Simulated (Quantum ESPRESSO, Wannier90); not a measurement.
# Wannierisation of CdTe (zinc blende)

```xyz
2
Lattice="0.0000 3.2821 3.2821 3.2821 0.0000 3.2821 3.2821 3.2821 0.0000" Properties=species:S:1:pos:R:3 pbc="T T T"
Cd     0.0000     0.0000     0.0000
Te    -1.6411    -1.6411    -1.6411
```

Materials Project entry mp-406; symmetrised, unrelaxed at this level. COD (Crystallography Open Database) has the formula in 2 space groups, this one among them (matched by group alone). Computed values, not measurements, from LDA: Quantum ESPRESSO (norm-conserving PseudoDojo potentials, cutoff 82 Ry, no spin polarisation, no spin-orbit coupling) on a Γ-centred 8×8×8 mesh, then Wannier90. Density: 8×8×8 mesh, Gaussian smearing 0.01 Ry. Spin-orbit coupling is left out although heavy elements are present.

Band 10 is isolated and gives one Wannier function a cell (Te2 5s 81 %, Cd1 4d 11 %, Cd1 5s 8 %; spread 2.11 Å²). Its on-site energy is ε = -10.700 eV relative to the valence-band maximum, and its hoppings t(R) = t(−R) to the nearer images are (images within this range that aren't listed have |t| under 5 meV):

| R (lattice vectors; −R alike) | distance (Å) | t (eV) |
|---|---|---|
| 0 0 1 | 4.64 | -0.030 |
| 0 1 -1 | 4.64 | -0.030 |
| 0 1 0 | 4.64 | -0.030 |
| 1 -1 0 | 4.64 | -0.030 |
| 1 0 -1 | 4.64 | -0.030 |
| 1 0 0 | 4.64 | -0.030 |

Work out the band energy at Γ, X, U, K from these numbers.

For one orbital E(k) = ε + Σ_R 2 t(R) cos(2π k·R), the sum over the listed R.
- Γ, k = (0.000, 0.000, 0.000): E = -10.700 + (-0.030)·(12.00) = -11.06 eV; pw.x: -11.07 eV
- X, k = (-0.500, -0.500, 0.000): E = -10.700 + (-0.030)·(-4.00) = -10.58 eV; pw.x: -10.58 eV
- U, k = (-0.375, -0.375, 0.250): E = -10.700 + (-0.030)·(-3.66) = -10.59 eV; pw.x: -10.59 eV
- K, k = (-0.375, 0.000, 0.375): E = -10.700 + (-0.030)·(-3.66) = -10.59 eV; pw.x: -10.59 eV

At these points the listed shells miss the plane-wave band by up to 0.01 eV, of a width of 0.49 eV on the path. With all its hoppings the model misses the band by 0.0 meV at worst on the whole path; the listed shells hold nearly all of the dispersion.
